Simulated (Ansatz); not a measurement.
YGe2 in space group P4/mmm (No. 123; Ge on 2f, Y on 1b) under volume change, DFT-r²SCAN in the program Ansatz with PAW potentials, shape and atoms relaxed at each volume.

| V (Å³/atom) | E − E(relaxed) (meV/atom) | P (GPa) |
|---|---|---|
| 21.135 | 49.0 | 8.22 |
| 21.832 | 20.4 | 4.99 |
| 22.528 | 4.8 | 2.27 |
| 23.225 | 0.0 | 0.00 |
| 23.922 | [?] | [?] |
| 24.619 | 16.9 | -3.72 |
| 25.315 | [?] | [?] |

Problem. Fill in the missing entries.

Solution. 
- 23.922, E − E(relaxed) (meV/atom): 4.4
- 23.922, P (GPa): -1.98
- 25.315, E − E(relaxed) (meV/atom): 36.4
- 25.315, P (GPa): -5.20

Problem. What does a third-order Birch–Murnaghan fit give for V₀, B₀ and B′?

Solution. V₀ = 23.22 Å³/atom, B₀ = 71.7 GPa, B′ = 4.2.

A made-up cell: these elements were put on the sites of a structure type; neither database checked (COD, Materials Project) lists it. Whether it is the stable phase at ambient conditions was not checked. The r²SCAN relaxation kept the symmetry of its start; its stability against distortions is not shown here. The run is not spin-polarised.

Potentials: the later of the program's two PAW sets.
